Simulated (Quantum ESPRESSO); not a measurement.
# IrW2Au2V2Mg: input and log of a self-consistent run

A calculation, not a measurement. The program is pw.x of Quantum ESPRESSO 7.5 (plane-wave density functional theory). The cell is made up: eight metal atoms on a face-centred cubic lattice, with elements, volume, strain and displacements drawn at random and not relaxed, so it may be unstable or far from any real phase. PseudoDojo standard norm-conserving files set the functional (PBE unless stated); there is no spin polarisation or spin-orbit coupling, the Fermi-Dirac width of 0.25 eV means electrons at about 2900 K, and the masses in the input are unused placeholders. Heavy elements are run without spin-orbit coupling, which real alloys of them have. A spin test at this wide smearing found no moment, but such smearing suppresses magnetism that the real alloy may have.

Input:

```
&control calculation='scf', pseudo_dir='./dojo.nc.sr.pbe.v0_5.standard.upf', outdir='./o', disk_io='medium', tprnfor=.true., tstress=.true. /
&system ibrav=0, nat=8, ntyp=5, nbnd=74, ecutwfc=84.00895049, nosym=.true., tot_charge=0,
 occupations='smearing', smearing='fd', degauss=0.0183746611
/
&electrons conv_thr=1.470e-08, electron_maxstep=70, mixing_beta=0.5 /
ATOMIC_SPECIES
Au 1.0 Au.upf
Ir 1.0 Ir.upf
Mg 1.0 Mg.upf
V 1.0 V.upf
W 1.0 W.upf
CELL_PARAMETERS angstrom
0.0 -1.9684 -1.9684
-3.9368 1.9684 -1.9684
5.9052 5.9052 -3.9368
ATOMIC_POSITIONS angstrom
Ir -0.1002 0.0514 -0.0197
W -0.1353 1.9078 -2.2043
Au 0.0373 3.9759 -3.9464
V 4.0317 3.7868 -3.9576
Au -1.9019 0.0515 -1.8954
V -1.9031 1.9268 -4.0765
Mg 2.0066 2.1265 -3.8587
W 2.0597 3.7402 -5.9659
K_POINTS automatic
8 5 3 1 1 1
```

The log is shortened where brackets say so; the opening notice, blank lines, dates and the lines on written files are dropped, and the path of the files is cut. It prints rydbergs, bohrs and kilobars, and counts compression as positive stress. Its total energy is the free energy E - TS of the whole cell.

```
     Program PWSCF v.7.5
     Parallel version (MPI & OpenMP), running on       1 processor cores
     Number of MPI processes:                 1
     Threads/MPI process:                     1
     [start-up lines left out]
     bravais-lattice index     =            0
     lattice parameter (alat)  =       5.2605  a.u.
     unit-cell volume          =     823.4868 (a.u.)^3
     number of atoms/cell      =            8
     number of atomic types    =            5
     number of electrons       =       119.00
     number of Kohn-Sham states=           74
     kinetic-energy cutoff     =      84.0090  Ry
     charge density cutoff     =     336.0358  Ry
     scf convergence threshold =      1.5E-08
     mixing beta               =       0.5000
     number of iterations used =            8  plain     mixing
     Exchange-correlation= PBE
                           (   1   4   3   4   0   0   0)
     [axes and pseudopotential details left out]
   Cartesian axes
     site n.     atom                  positions (alat units)
         1        Ir     tau(   1) = (  -0.0359948   0.0184644  -0.0070768  )
         2        W      tau(   2) = (  -0.0486037   0.6853375  -0.7918490  )
         3        Au     tau(   3) = (   0.0133992   1.4282594  -1.4176622  )
         4        V      tau(   4) = (   1.4483044   1.3603292  -1.4216855  )
         5        Au     tau(   5) = (  -0.6832180   0.0185003  -0.6808830  )
         6        V      tau(   6) = (  -0.6836491   0.6921628  -1.4643979  )
         7        Mg     tau(   7) = (   0.7208293   0.7639009  -1.3861578  )
         8        W      tau(   8) = (   0.7399044   1.3435891  -2.1431256  )
     number of k points=    60  Fermi-Dirac smearing, width (Ry)=  0.0184
                       cart. coord. in units 2pi/alat
        k(    1) = (  -0.0092071   0.0173094  -0.1056977), wk =   0.0333333
        k(    2) = (  -0.1270582  -0.1005417   0.0121534), wk =   0.0333333
     [further k points left out]
     Dense  grid:    85773 G-vectors     FFT dimensions: (  32,  54, 108)
     Estimated max dynamical RAM per process >     169.32 MB
     Initial potential from superposition of free atoms
     starting charge     118.9957, renormalised to     119.0000
     Starting wfcs are   75 randomized atomic wfcs
     total cpu time spent up to now is       17.1 secs
     per-process dynamical memory:    92.0 Mb
     Self-consistent Calculation
     iteration #  1     ecut=    84.01 Ry     beta= 0.50
     Davidson diagonalization with overlap
     ethr =  1.00E-02,  avg # of iterations =  4.8
     total cpu time spent up to now is       68.3 secs
     total energy              =   -1536.78057934 Ry
     estimated scf accuracy    <       5.95574067 Ry
     iteration #  2     ecut=    84.01 Ry     beta= 0.50
     Davidson diagonalization with overlap
     ethr =  5.00E-03,  avg # of iterations =  3.3
     total cpu time spent up to now is      116.4 secs
     total energy              =   -1538.44300973 Ry
     estimated scf accuracy    <      25.83707931 Ry
     iteration #  3     ecut=    84.01 Ry     beta= 0.50
     Davidson diagonalization with overlap
     ethr =  5.00E-03,  avg # of iterations =  5.3
     total cpu time spent up to now is      169.7 secs
     total energy              =   -1539.34627920 Ry
     estimated scf accuracy    <      13.38365130 Ry
     iteration #  4     ecut=    84.01 Ry     beta= 0.50
     Davidson diagonalization with overlap
     ethr =  5.00E-03,  avg # of iterations =  2.0
     total cpu time spent up to now is      212.2 secs
     total energy              =   -1540.22157442 Ry
     estimated scf accuracy    <       5.84021465 Ry
     iteration #  5     ecut=    84.01 Ry     beta= 0.50
     Davidson diagonalization with overlap
     ethr =  4.91E-03,  avg # of iterations =  1.2
     total cpu time spent up to now is      246.9 secs
     total energy              =   -1540.27130229 Ry
     estimated scf accuracy    <       4.57102381 Ry
     [iterations 6 to 14 left out]
     iteration # 15     ecut=    84.01 Ry     beta= 0.50
     Davidson diagonalization with overlap
     ethr =  1.58E-08,  avg # of iterations =  2.1
     total cpu time spent up to now is      842.3 secs
     total energy              =   -1540.38924752 Ry
     estimated scf accuracy    <       0.00004622 Ry
     iteration # 16     ecut=    84.01 Ry     beta= 0.50
     Davidson diagonalization with overlap
     ethr =  1.58E-08,  avg # of iterations =  1.0
     total cpu time spent up to now is      899.3 secs
     total energy              =   -1540.38924883 Ry
     estimated scf accuracy    <       0.00000076 Ry
     iteration # 17     ecut=    84.01 Ry     beta= 0.50
     Davidson diagonalization with overlap
     ethr =  6.39E-10,  avg # of iterations =  3.0
     total cpu time spent up to now is      979.7 secs
     total energy              =   -1540.38924891 Ry
     estimated scf accuracy    <       0.00000062 Ry
     iteration # 18     ecut=    84.01 Ry     beta= 0.50
     Davidson diagonalization with overlap
     ethr =  5.21E-10,  avg # of iterations =  1.1
     total cpu time spent up to now is     1062.1 secs
     total energy              =   -1540.38924895 Ry
     estimated scf accuracy    <       0.00000003 Ry
     iteration # 19     ecut=    84.01 Ry     beta= 0.50
     Davidson diagonalization with overlap
     ethr =  2.62E-11,  avg # of iterations =  4.1
     total cpu time spent up to now is     1124.9 secs
     End of self-consistent calculation
     [lines on levels left out]
!    total energy              =   -1540.38924895 Ry
     estimated scf accuracy    <          1.1E-09 Ry
     smearing contrib. (-TS)   =      -0.11871042 Ry
     internal energy E=F+TS    =   -1540.27053854 Ry
     The total energy is F=E-TS. E is the sum of the following terms:
     one-electron contribution =    -447.78388511 Ry
     hartree contribution      =     283.79775405 Ry
     xc contribution           =    -276.04006016 Ry
     ewald contribution        =   -1100.24434731 Ry
     convergence has been achieved in  19 iterations
     Forces acting on atoms (cartesian axes, Ry/au):
     atom    1 type  2   force =     0.07961662   -0.03978392    0.03305008
     atom    2 type  5   force =     0.03682121   -0.00926036    0.07388591
     atom    3 type  1   force =    -0.02332168   -0.00454470   -0.00402075
     atom    4 type  4   force =     0.05291251    0.06467831   -0.04287745
     atom    5 type  1   force =    -0.08522124   -0.01854515   -0.05630749
     atom    6 type  4   force =    -0.06860373   -0.01552926    0.02059233
     atom    7 type  3   force =    -0.00189392   -0.04154527    0.00754230
     atom    8 type  5   force =     0.00969024    0.06453034   -0.03186492
     Total force =     0.220285     Total SCF correction =     0.000100
     Computing stress (Cartesian axis) and pressure
          total   stress  (Ry/bohr**3)                   (kbar)     P=      112.16
   0.00080966   0.00040870  -0.00031275          119.11       60.12      -46.01
   0.00040870   0.00072360  -0.00008795           60.12      106.45      -12.94
  -0.00031275  -0.00008795   0.00075407          -46.01      -12.94      110.93
     init_run     :     16.17s CPU     17.05s WALL (       1 calls)
     electrons    :   1066.11s CPU   1107.73s WALL (       1 calls)
     forces       :      8.14s CPU      8.21s WALL (       1 calls)
     stress       :     53.51s CPU     53.75s WALL (       1 calls)
     [timing details left out]
     PWSCF        :  19m 4.45s CPU  19m48.03s WALL
     JOB DONE.
```

In other units: free energy -20958.063 eV for the cell, pressure 11.22 GPa, largest force component 2.191 eV/Å in size. The run took 1189 s of wall time with one process on a shared machine (AMD EPYC, Zen 5, virtual cores), so the time is rough. A rerun of this cell at a higher cutoff and on a denser mesh moved values by no more than 0.004 eV in energy, 0.05 GPa in stress and 0.007 eV/Å in force, and a second program with other atomic files agreed on that cell to 2 % rms in force and 0.5 GPa in pressure.